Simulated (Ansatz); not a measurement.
PbI2 in space group R3m (No. 160; Pb on 3a, I on 3a, I on 3a), plane-wave PAW PBE (Ansatz code), all energies at zero smearing, with the estimated change up to a 700 eV cutoff added, with one set of potentials and settings (totals compare only within such a set). Cell of 3 atoms (1 Pb, 2 I): -26934.021 eV.

| element | reference phase | E (eV/atom) |
|---|---|---|
| Pb | Fm-3m, 1 atoms in the cell | -11906.4191 |
| I | Cmce, 4 atoms in the cell | -7512.9095 |

Formation energy per atom, worked out: (-26934.021 − 1×(-11906.4191) − 2×(-7512.9095))/3 = -0.594 eV/atom (-57 kJ per mol of atoms), at 0 K, without zero-point energy or fitted corrections.

The cell is a constructed one: a structure type filled with these elements; neither database checked (COD, Materials Project) lists it. It is not the phase usual at ambient conditions (space group No. 164). The PBE relaxation kept the symmetry of its start; its stability against distortions is not shown here. A crystal of weakly bound layers computed without a dispersion correction: the cell and the soft elastic constants depend strongly on that. The references are the lowest solids computed at this level, not always the standard phases. Scalar-relativistic: spin–orbit coupling is off unless named, which matters more the heavier the elements.

Potentials: the later of the program's two PAW sets.
